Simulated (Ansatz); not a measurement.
SrGaGe: strain energy, fitted

SrGaGe, P-6m2, a = 4.260 Å, c = 4.724 Å. The structure is a Materials Project entry; whether it is the stable form wasn't checked. Ansatz: r2SCAN, PAW, 500 eV, Γ-centred 12×12×10 mesh on 3 atoms, Gaussian smearing 0.10 eV; no spin polarisation. Series: strain along c alone, the other axes held, atoms fixed by symmetry; x is the strain in per cent. y is the free energy over the unstrained cell, V0 = 24.747 Å³/atom.

| x (%) | y (meV/atom) |
| --- | --- |
| -6.0 | ? |
| -4.0 | 10.39 |
| -2.0 | 2.55 |
| 0.0 | 0.00 |
| 2.0 | 2.42 |
| 4.0 | 9.38 |
| 6.0 | 20.37 |

Question: Fit y = c2 x² + c3 x³ to the other rows, turn c2 into a modulus, and predict the missing energy.

Answer: Least squares on the rows shown. y = 0.61674 x² − 0.0083949 x³. In eV per unit strain² c2 is 6.167; this is C33 with relaxed ions (E = ½ C33 V0 ε²): 2 × 6.167 × 160.2 / (24.747) = 80 GPa. At x = -6.0 the fit asked for gives 24.02 meV/atom. The run gave 23.98 meV/atom, so the fit is 0.04 meV/atom too high, within twice the rms miss on the fitted rows (0.03 meV/atom).